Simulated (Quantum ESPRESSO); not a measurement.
# Moving one atom in Si2BPC4

These are calculations, not measurements. They come from pw.x of Quantum ESPRESSO 7.5, a plane-wave density functional program, with PseudoDojo standard norm-conserving files (v0.5 for PBE, v0.4.1 for LDA and PBEsol). The cells are made up: elements, strain and atom displacements were drawn at random, and nothing was relaxed. There is no spin polarisation, spin-orbit coupling or dispersion term.

The cell has 8 sites of a wurtzite lattice (rectangular cell). Sites 1 to 4 hold Si Si B P; sites 5 to 8 hold C C C C. Cell vectors in Å: (3.025, -0.029, -0.005); (-0.051, 5.285, 0.001); (-0.008, 0.001, 4.951). Settings: PBE, cutoff 1116 eV, 6 x 4 x 4 k mesh shifted by half a step, Fermi-Dirac smearing of 0.025 eV.

Each run shifts the Si atom on site 1 along y and leaves all else fixed. Site 8 is one of its nearest neighbours. E is the free energy of the cell above the lowest run shown.

| run | shift (Å) | Fy on site 1 (eV/Å) | Fy on site 8 (eV/Å) | P (GPa) | E (meV) |
| --- | --- | --- | --- | --- | --- |
| 1 | -0.0996 | 5.490 | -2.787 | -0.62 | 451.4 |
| 2 | -0.0850 | 4.967 | -2.539 | -0.71 | 375.1 |
| 3 | -0.0113 | 2.502 | -1.503 | -0.87 | 101.6 |
| 5 | 0.0364 | 1.058 | -1.002 | -0.72 | 17.2 |
| 6 | 0.0606 | 0.368 | -0.792 | -0.57 | 0.0 |
| 7 | 0.0995 | -0.679 | -0.512 | -0.26 | 6.3 |
| 4 | 0.0237 | ? | ? | ? | ? |

A rerun of one of these cells at 1347 eV and k mesh 8 x 6 x 6 moved values by no more than 0.003 eV in the cell's energy, 0.17 GPa in stress and 0.010 eV/Å in force.

## Worked fit

A parabola through the six runs shown gives Fy on site 1 = 2.150 - 30.97 u + 25.6 u² eV/Å, with u in Å and a scatter of 0.002 eV/Å. Minus the slope, 30.97 ± 0.05 eV/Å², is this atom's force constant along y at u = 0, with its periodic images moving too. The fitted force vanishes at u = 0.074 Å, where the energy should be lowest along this line. The error is the larger of the fit's own and the change that a cubic makes, rounded up.

## Withheld run

Question: what Fy on site 1 should run 4 give?

The fit gives 1.430 eV/Å. The calculation gave 1.431 eV/Å.

| run | shift (Å) | Fy on site 1 (eV/Å) | Fy on site 8 (eV/Å) | P (GPa) | E (meV) |
| --- | --- | --- | --- | --- | --- |
| 4 | 0.0237 | 1.431 | -1.123 | -0.77 | 33.0 |